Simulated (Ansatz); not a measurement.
## Ga: computed property card

Ga:
```xyz
4
Lattice="3.8113 -2.3081 0.0000 3.8113 2.3081 0.0000 0.0000 0.0000 4.5567" Properties=species:S:1:pos:R:3 pbc="T T T"
Ga     5.0531    -1.5322     1.1392
Ga     2.5696     1.5322     3.4175
Ga     5.0531     1.5322     3.4175
Ga     2.5696    -1.5322     1.1392
```

Space group Cmcm (No. 63); conventional cell a = 7.623 Å, b = 4.616 Å, c = 4.557 Å, α = β = γ = 90.00°.

Method: r²SCAN (plane waves, PAW; program Ansatz). Structure relaxed to zero pressure with the same functional. Other levels are named where they apply.

### Cell and energy

```json
{
  "volume_per_atom": "20.04 Å³",
  "density": "5.78 g/cm³"
}
```

### Electronic structure

```json
{
 "electronic_character": "metallic (no gap)",
 "Density of states at the Fermi level": "0.13 states/eV per atom (mean over ±0.08 eV)",
 "Gap with spin–orbit coupling": "none (metallic)"
}
```

### Mechanics

```json
{
  "Bulk modulus (Birch–Murnaghan fit)": "54.6 GPa",
  "Pressure derivative B′": "4.8"
}
```

### Phonons

```json
{
 "highest_zone_centre_frequency": "246 cm⁻¹",
 "zone_centre_stability": "no imaginary mode at Γ"
}
```

The workflow started from a Materials Project entry (that database holds measured and hypothetical structures alike); the Crystallography Open Database files this formula in space group No. 63, but the cells were not matched. It is not the phase usual at ambient conditions (space group No. 64). Symmetry was held in the r²SCAN relaxation. As this level gives no gap, phonon frequencies hold no LO–TO term and depend on the k-mesh and smearing (Fermi–Dirac, 0.1 eV here). Axis ratios of metals converge slowly with the k-mesh, so a and c are less sure than the volume. Spin–orbit coupling is left out wherever it is not named.

Potentials: the earlier of the program's two PAW sets.
